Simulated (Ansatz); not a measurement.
## SrH12Br2O6 — quadrupolar parameters

The cell is a COD entry, ions relaxed with PBE at fixed cell.

Space group P321 (No. 150); a = 8.2040, c = 4.1590 Å, γ = 120.00°.

| site | Wyckoff | site symmetry | x | y | z |
| --- | --- | --- | --- | --- | --- |
| Sr | 1a | 32. | 0.0000 | 0.0000 | 0.0000 |
| H2 | 6g | 1 | 0.0959 | 0.4332 | 0.9056 |
| H8 | 6g | 1 | 0.3447 | 0.2356 | 0.5136 |
| Br | 2d | 3.. | 0.3333 | 0.6667 | 0.5847 |
| O16 | 3f | .2. | 0.7839 | 0.0000 | 0.5000 |
| O19 | 3e | .2. | 0.3132 | 0.0000 | 0.0000 |

One atom of each set is listed.

All values are calculated (Ansatz; DFT, PBE, plane waves and PAW, scalar-relativistic, 420 eV cutoff, Γ-centred 3×3×5 k-points, Fermi–Dirac smearing 0.02 eV), not measured.

V_zz is the principal component of the electric field gradient with the largest magnitude, η = (V_xx − V_yy)/V_zz and C_Q = eQV_zz/h. ν_Q = 3|C_Q|/[2I(2I − 1)].

⁸⁷Sr: I = 9/2, Q = 305.0 mb; 2H: I = 1, Q = 2.858 mb; 81Br: I = 3/2, Q = 257.9 mb; O-17: I = 5/2, Q = -25.58 mb. Nuclear quadrupole moments: year-2017 set (Pyykkö).

Question: Which values are expected at the nuclei?

Answer: 

| site | atoms | first shell | C_Q (MHz) | η | ν_Q (MHz) |
| --- | --- | --- | --- | --- | --- |
| Sr | 1 | 9 O at 2.57–2.73 Å | 6.77 | 0.00 | 0.282 |
| H2 | 6 | 1 O at 0.98 Å; also 1 Br at 2.35 Å | 0.252 | 0.14 | 0.378 |
| H8 | 6 | 1 O at 0.99 Å | 0.246 | 0.11 | 0.368 |
| Br | 2 | 6 H at 2.35–2.38 Å; also 6 O at 3.31–3.34 Å | -42.9 | 0.00 | 21.5 |
| O16 | 3 | 2 H at 0.99 Å, angle 104°; also 2 Sr at 2.73 Å | 8.38 | 0.78 | 1.26 |
| O19 | 3 | 2 H at 0.98 Å, angle 106°; also 1 Sr at 2.57 Å | 9.25 | 0.72 | 1.39 |

An axis of threefold or higher order runs through Sr and Br, so V_zz lies along it and η is zero. At H2 and H8 V_zz points along its bond to O (within 2°) in each case. At O19 V_zz stands upright on the plane of its two bonds (within 1°).

Without spin–orbit coupling (the program notes it for Sr) the gradients are little affected as a rule: paired runs on crystals with a gap mostly move them by under 2 % at such atoms. The lattice is static: at room temperature water may turn and average the couplings of its hydrogen. The entry's hydrogen positions were far off; the other atoms hardly move on relaxation.
